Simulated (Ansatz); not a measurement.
InSe: field gradients at two levels of theory

Cell: a computed structure from the Materials Project (it need not be an observed phase), ions relaxed with PBE at fixed cell.

Space group P6_3/mmc (No. 194); a = 4.0417, c = 17.4284 Å, γ = 120.00°.

```
site  Wyckoff  site symmetry       x       y       z
  In       4f            3m.  0.3333  0.6667  0.3306
  Se       4f            3m.  0.3333  0.6667  0.5953
```

One atom of each set is listed.

First run. Level of theory: DFT, PBE, plane waves and PAW, scalar-relativistic, 420 eV cutoff, Γ-centred 9×9×2 k-points, Fermi–Dirac smearing 0.05 eV (Ansatz 0.2.0).

| site | V_zz (10²¹ V/m²) | η |
| --- | --- | --- |
| In | -10.76 | 0.00 |
| Se | -6.64 | 0.00 |

Second run. The same atoms and settings, except that the functional is r2SCAN and the cutoff is 500 eV.

(1) What does the second run give?

Answers

(1) 

```csv
site,V_zz,η,change of V_zz
In,-11.70,0.00,-0.94
Se,-6.40,0.00,+0.24
```

The largest change of V_zz is on In, from -10.76 to -11.70. In per cent, |V_zz| changes by +9 on In, -4 on Se (all sites that start above 0.5).

Without spin–orbit coupling (the program notes it for In) the gradients can shift somewhat, as the gap is small.
